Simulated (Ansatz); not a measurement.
BAs (zinc blende)

```
BAs
1.0
    0.00000     2.38394     2.38394
    2.38394     0.00000     2.38394
    2.38394     2.38394     0.00000
As B
1 1
Direct
  0.25000   0.25000   0.25000
  0.00000   0.00000   0.00000
```

The slice is a {100} plane (indices of the conventional cell) through the point (0.250, 0.250, 0.250) (fractional), spanned by u = [100] and v = [0 1 -1] in vectors of this cell: u (3.37 Å) and v (3.37 Å, at 90° to u). It covers one period; positions are fractions (u, v).

Level of theory: PBEsol (plane waves to 420 eV, PAW, scalar-relativistic; Ansatz, an electronic-structure program). k mesh 12×12×12. These are valence fields of a PAW run, semicore shells included where kept as valence: close to a nucleus they are smooth pseudo fields. BAs was relaxed with its symmetry unable to fall.

**Question.** Sketch the valence electron density on this plane as a map.

**Answer.** 
```tsv
v \ u	0.00	0.10	0.20	0.30	0.40	0.50	0.60	0.70	0.80	0.90
0.90	1.2	0.8	0.1	-0.4	-0.6	-0.7	-0.6	-0.4	0.1	0.8
0.75	-0.1	-0.2	-0.4	-0.7	-0.9	-1.0	-0.9	-0.7	-0.4	-0.2
0.60	-0.5	-0.6	-0.8	-1.1	-1.3	-1.4	-1.3	-1.1	-0.8	-0.6
0.45	-0.6	-0.7	-0.9	-1.1	-1.4	-1.5	-1.4	-1.1	-0.9	-0.7
0.30	-0.3	-0.4	-0.6	-0.8	-1.1	-1.2	-1.1	-0.8	-0.6	-0.4
0.15	0.8	0.5	-0.1	-0.5	-0.7	-0.8	-0.7	-0.5	-0.1	0.5
0.00	1.5	1.2	0.3	-0.3	-0.5	-0.6	-0.5	-0.3	0.3	1.2
```

Values: log₁₀ of the valence density in e/Å³. The scale is logarithmic, as a density can span decades between atoms and voids.
